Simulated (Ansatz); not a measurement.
## What settings do to one calculation: (111) superlattice of 2 and 10 atomic planes of zincblende GaN and AlN, in-plane a of AlN, 12 atoms

Ansatz (PAW, plane waves), atoms fixed. The base input:

```yaml
crystal:
  lattice:
    - [2.188861, -2.188861, 0.000000]
    - [0.000000, 2.188861, -2.188861]
    - [8.825677, 8.825677, 8.825677]
  atoms:
    - { symbol: Ga, position: [0.018966, 0.990732, 0.005403] }
    - { symbol: Al, position: [0.009693, 0.981594, 0.490944] }
    - { symbol: Al, position: [0.349844, 0.685271, 0.166006] }
    - { symbol: Al, position: [0.329292, 0.659913, 0.673130] }
    - { symbol: Al, position: [0.637463, 0.372716, 0.329006] }
    - { symbol: Al, position: [0.632658, 0.297166, 0.827115] }
    - { symbol: N, position: [0.980929, 0.015568, 0.131017] }
    - { symbol: N, position: [0.992894, 0.944616, 0.631439] }
    - { symbol: N, position: [0.287373, 0.629711, 0.285867] }
    - { symbol: N, position: [0.296736, 0.620703, 0.786789] }
    - { symbol: N, position: [0.645890, 0.335213, 0.457858] }
    - { symbol: N, position: [0.640904, 0.333947, 0.958321] }
kpoints:
  mp_grid: { grid: [4, 4, 1] }
hamiltonian:
  xc: pbesol
scf:
  occupations: { method: fermi_dirac, width: 0.01 }
output:
  forces: true
  eigenvalues: true
  stress: true
  populations: true
```

Command:

```sh
ansatz run in.yaml --threads 8 --pin off --max-ram 13300MiB --runs-dir r --events-out ev --progress --plain
```

It converged in 8 iterations and 1.6 s of wall time on 8 threads of a Platinum 8259CL processor, on a host shared with other runs; peak host memory 0.58 GiB; largest force component 3.72 eV/Å, pressure 5.88 GPa. The cutoff was the default, 420 eV. The base isn't a converged reference: it has few k points, and its atoms are unrelaxed. Each run below changes the keys shown and caps the iterations.

| run | changed | ending | iterations | free energy less the base (meV per atom) | rms change of forces (eV/Å) | change of pressure (GPa) | wall time (s, shared host) |
| --- | --- | --- | --- | --- | --- | --- | --- |
| 1 | ecutwfc 120 eV, max_iter 90 | converged | 17 | 15653.7 | 1.198 | -15.92 | 1.3 CPU |
| 2 | width 2.0 eV, max_iter 50, total_charge 1 | converged | 11 | other zero | 0.768 | 26.51 | 2.3 CPU |
| 3 | max_iter 50, k points a 2×2×2 mesh centred on Γ | converged | 8 | 349.6 | 0.302 | 2.25 | 0.9 CPU |
| 4 | ecutwfc 550 eV, xc rpbe, max_iter 90 | converged | 8 | other zero | 0.119 | 7.80 | 1.3 CPU |
| 5 | ecutwfc 350 eV, dispersion rvv10, max_iter 90 | refused | – | – | – | – | – |
| 6 | occupations cold, ecutwfc 120 eV, xc pbe, max_iter 80 | converged | 11 | other zero | 1.101 | -12.83 | 0.6 CPU |
| 7 | dispersion d3bjatm, max_iter 70 | converged | 8 | other zero | 0.001 | -2.94 | 1.3 CPU |
| 8 | accuracy low (cutoff and grids as in the base), max_iter 80 | converged | 8 | 0.0 | 0.000 | 0.00 | 1.3 CPU |

«Other zero»: another functional, charge or dispersion term moves the zero of energy, so the difference says nothing of accuracy.

Q: Which changes leave the result alone, and which of the same physical model moves the forces most?

A: The forces move by under 0.002 eV/Å in run 8. Run 1 (ecutwfc 120 eV, max_iter 90) moves them most among the runs with the same functional, charge and dispersion term, by 1.198 eV/Å.

Q: Why did some runs give no result?

A: - run 5: inconsistent input (hamiltonian.dispersion, hamiltonian.xc): `dispersion: rvv10` has no transferable b for PBE exchange — Sabatini et al. (2013) fitted b=6.3 to rPW86, and the PBE refits of Peng & Perdew (2017) are task-dependent (b=6.6 S22 / b=10.0 layered). …
